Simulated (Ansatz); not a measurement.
Ga$_{2}$O$_{3}$:
```
CELL_PARAMETERS angstrom
      2.99315     0.00000     0.00000
     -1.49658     2.59214     0.00000
      0.00000     0.00000     6.97176
ATOMIC_POSITIONS crystal
  Ga 0.33333 0.66667 0.20010
  Ga 0.66667 0.33333 0.79990
  O  0.00000 0.00000 0.00000
  O  0.33333 0.66667 0.69504
  O  0.66667 0.33333 0.30496
```

This is the PBEsol-relaxed structure. x, y and z are the axes in which the lattice vectors are written.

Q: All from PBEsol in the plane-wave PAW code Ansatz, unless another level is named. Give the highest zone-centre frequency (without LO–TO term).

A: 542 cm⁻¹.

Q: Next, the elastic constants (relaxed ions, GPa)?

A: C11 = 263, C12 = 204, C13 = 18.8, C14 = 17.8, C33 = 21.7, C44 = 17.4.

Space group P-3m1 (La2O3 or Ni2Al3 type). A made-up cell: these elements were put on the sites of a structure type; neither database checked (COD, Materials Project) lists it. It is not the phase usual at ambient conditions (space group No. 12, 167). The cell was relaxed with PBEsol under the symmetry of its start. At this level the phase is dynamically unstable (imaginary phonons).

Potentials: the later of the program's two PAW sets.
